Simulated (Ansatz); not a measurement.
AlN:
```
AlN
1.0
    0.00000     2.18475     2.18475
    2.18475     0.00000     2.18475
    2.18475     2.18475     0.00000
Al N
1 1
Direct
  0.00000   0.00000   0.00000
  0.25000   0.25000   0.25000
```

x, y and z are the axes in which the lattice vectors are written.

### Question
Give the high-frequency dielectric tensor and the Born effective charge tensors of the independent atoms from DFPT, plane-wave PAW r²SCAN (Ansatz code).

### Answer

ε∞:
```
4.26  0.00  0.00
0.00  4.26  0.00
0.00  0.00  4.26
```
Z* of atom 1 (Al), rows: field, columns: displacement, in e:
```
2.54  0.00  0.00
0.00  2.54  0.00
0.00  0.00  2.54
```
Z* of atom 2 (N), rows: field, columns: displacement, in e:
```
-2.54   0.00   0.00
 0.00  -2.54   0.00
 0.00   0.00  -2.54
```

Static charges for comparison (Bader): Al1 +2.48, N2 -2.48 e. Born charges measure polarisation by displacement and can exceed these by far.

Space group F-43m (zinc blende). The cell was relaxed with r²SCAN under the symmetry of its start.

Potentials: the earlier of the program's two PAW sets.
